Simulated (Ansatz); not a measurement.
LiZn:
```yaml
crystal:
  lattice:
    - [0.00000, 3.04709, 3.04709]
    - [3.04709, 0.00000, 3.04709]
    - [3.04709, 3.04709, 0.00000]
  atoms:
    - { symbol: Li, position: [0.75000, 0.75000, 0.75000] }
    - { symbol: Li, position: [0.50000, 0.50000, 0.50000] }
    - { symbol: Zn, position: [0.25000, 0.25000, 0.25000] }
    - { symbol: Zn, position: [0.00000, 0.00000, 0.00000] }
```

Relaxed with r²SCAN. Special points in fractions of this cell's reciprocal vectors: Γ (0.000, 0.000, 0.000); X (0.500, 0.000, 0.500); U (0.625, 0.250, 0.625); K (0.375, 0.375, 0.750); L (0.500, 0.500, 0.500); W (0.500, 0.250, 0.750).

Question: List the band energies nearest the Fermi level at these points for r²SCAN in the plane-wave PAW code Ansatz.

Answer: In eV from the Fermi level; about four levels below and three above (degenerate sets whole), none deeper than 8.9 eV; points with the same levels are listed once.

| k | below | above |
|---|---|---|
| Γ | -7.16 -7.16 -7.16 -6.93 -6.93 | 3.70 3.70 3.70 |
| X | -4.36 -4.36 -1.08 -1.08 | 3.08 3.08 11.35 11.35 |
| U | -4.73 -3.88 -2.05 -0.45 | 3.23 5.69 8.67 |
| L | -6.96 -6.96 -5.76 -4.06 | 1.84 1.84 3.50 3.50 |
| W | -4.23 -4.23 -1.65 -1.65 | 5.44 5.44 7.01 7.01 |

Space group Fd-3m. The workflow started from a Materials Project entry (that database holds measured and hypothetical structures alike); the Crystallography Open Database files this formula in space group No. 227, but the cells were not matched. Its standing as an ambient phase is unchecked. The cell was relaxed with r²SCAN under the symmetry of its start; whether a distortion lowers the energy is not shown.

Potentials: the later of the program's two PAW sets.
